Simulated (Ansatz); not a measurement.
Q: Zr (hcp (Mg type), P6_3/mmc) is relaxed with the program Ansatz at the PBEsol level (PAW). What lattice parameters of the conventional cell result?

A: a = 3.183 Å, c = 5.118 Å.

Symmetry was held in the PBEsol relaxation. No spin polarisation was allowed. Axis ratios of metals converge slowly with the k-mesh, so a and c are less sure than the volume.

Potentials: the later of the program's two PAW sets.
